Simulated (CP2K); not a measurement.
**NbTe: energy against volume and a worked fit**

It takes space group Pm-3m (No. 221, cubic). Conventional cell: a = 3.426 Å, b = 3.426 Å, c = 3.426 Å, α = 90.00°, β = 90.00°, γ = 90.00°. Around Nb (site symmetry m-3m) lie 8 Te at 2.97 Å. Around Te (site symmetry m-3m) lie 8 Nb at 2.97 Å.

The cell comes from a database or a generator and needn't be the stable form of this composition.

The cell was scaled at fixed shape and fractions and run with CP2K, POTENTIAL_UZH Nb GTH-PBE-q13, Te GTH-PBE-q6; TZVP-MOLOPT-PBE-GTH basis; PBEsol, k mesh 8 × 8 × 8 on the cell of 2 atoms, fermi-dirac occupations of 0.0259 eV, no spin polarisation, no spin-orbit coupling. The potentials were made for PBE. Energies are those that the program minimises, any entropy of the smearing included. For a metal such a mesh isn't converged to the digits shown.

```tsv
V (Å³/atom)	energy over the lowest row (meV/atom)
18.8950	24.98
19.2970	8.31
19.6990	?
20.1010	0.00
20.5030	6.60
20.9051	19.35
21.3071	37.58
```

Problem. Fit the third-order Birch-Murnaghan form, give V0, B0 and B′, and predict the energy left open.

Solution. With y = (V0/V)^(2/3), E = E0 + (9 V0 B0/16) [(y - 1)³ B′ + (y - 1)² (6 - 4y)]. Least squares through the rows shown give V0 = 19.9142 Å³/atom, E0 = -0.77 meV, B0 = 143.3 GPa (1 eV/Å³ = 160.218 GPa) and B′ = 4.65, with a largest miss of 0.01 meV. At V = 19.6990 the form with these constants gives 0.29 meV; the run gave 0.28 meV an atom.
